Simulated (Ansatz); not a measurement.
Relaxed KI (rock salt):

```
KI
1.0
    0.00000     7.18126     7.18126
    3.59063     3.59063     7.18126
    3.59063     3.59063     0.00000
I K
2 2
Direct
  0.00000   0.00000   0.00000
  0.50000   0.00000   0.00000
  0.00000   0.50000   0.50000
  0.50000   0.50000   0.50000
```

The atoms are displaced by Q × the pattern below (from a DFPT mode at X = (0.5, 0.5, 0.0), largest move 1; Q in Å), at fixed cell. It is one choice among 2 degenerate patterns. (q is in reciprocal vectors of the primitive cell; the cell shown is doubled to hold the pattern.)

```csv
atom,x,y,z
I1,0.000,1.000,0.000
I2,0.000,-1.000,0.000
K3,0.000,-0.904,0.000
K4,0.000,0.904,0.000
```

Computed with PBE (plane waves to 420 eV, PAW, scalar-relativistic; Ansatz, an electronic-structure program). k mesh 8×8×8 (Γ-centred), Fermi-Dirac smearing 0.05 eV. E stands for the smeared free energy. KI was relaxed with its symmetry unable to fall. Spin-orbit coupling is left out, though I is heavy. The relaxed volume of KI is well above the measured one; the method has no dispersion term. ΔE is measured from the undisplaced structure.

```
Q (Å)   ΔE (meV/cell)
------  -------------
-0.180           17.6
-0.150           12.2
-0.120       withheld
-0.090            4.3
-0.060            1.9
-0.030            0.5
0.000             0.0
0.030             0.5
0.060             1.9
0.090             4.3
0.120        withheld
0.150            12.2
0.180            17.6
```

**Question.** Fit an even polynomial form (powers 2, 4) to the given rows and predict ΔE at Q = -0.120.

**Answer.** Least squares on the 11 given rows: ΔE = (532.8)·Q² + (338.3)·Q⁴, in meV/cell with Q in Å; root-mean-square residual 0.03 meV/cell. At -0.120 the fit gives 7.7 meV/cell; the calculation gives 7.7 meV/cell, the same to the digits shown. The quadratic term alone would give 7.7 meV/cell.

(A displaced cell: forces are minus the slopes of the energy, force constants its curvatures, and phonons follow from these.)
